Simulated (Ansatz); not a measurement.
BaMnGe (P4/nmm): electronic heat capacity from the density of states

Method: Ansatz 0.2.0, DFT PBE, scalar-relativistic, plane waves, PAW.

Cutoff 420 eV; k points 8×8×4 on the computed 6-atom cell (Γ-centred); Gaussian smearing, width 0.10 eV; collinear spin from starting moments 0 0 3.42 3.42 -0.12 -0.12 μB.

Relaxed cell: P4/nmm, a = 4.255 Å, b = 4.255 Å, c = 9.988 Å, α = 90.00°, β = 90.00°, γ = 90.00°, 6 atoms in the primitive cell. Whether it is the stable form of this composition wasn't checked.

The density of states at the Fermi level is 6.483 states/eV in the cell of 6 atoms (2 formula units; both spins, tetrahedra on a 12×12×6 mesh). The run ends with a moment of 6.41 μB a cell (largest on a site 3.10 μB), and the figure is for this state; a paramagnetic sample can have a quite different one. Another magnetic order, if the compound takes it, can change N(E_F) and the shape of the cell a good deal.

Problem. What Sommerfeld coefficient does this give?

Solution. Per formula unit N(E_F) = 3.242 states/eV. γ = (π²/3) k_B² N(E_F) N_A = 2.357 mJ/(mol K²) per state/eV, so γ = 7.6 mJ/(mol K²), a mole of formula units. This is the bare band result: a measured γ of the same phase and magnetic order is as a rule larger by a factor 1 + λ from phonons and spin fluctuations. N(E_F) at one energy is sensitive to the mesh where the density of states has sharp peaks.

Spin-orbit coupling is left out, which matters for the bands of heavy elements. The run saw a state lower than the one given here. Only parallel moments were tried here.

Only this magnetic start was tried.

Cost: 1 run of about 3.2 core-minutes, on Intel Xeon 6975P-C (Granite Rapids) (shared hosts).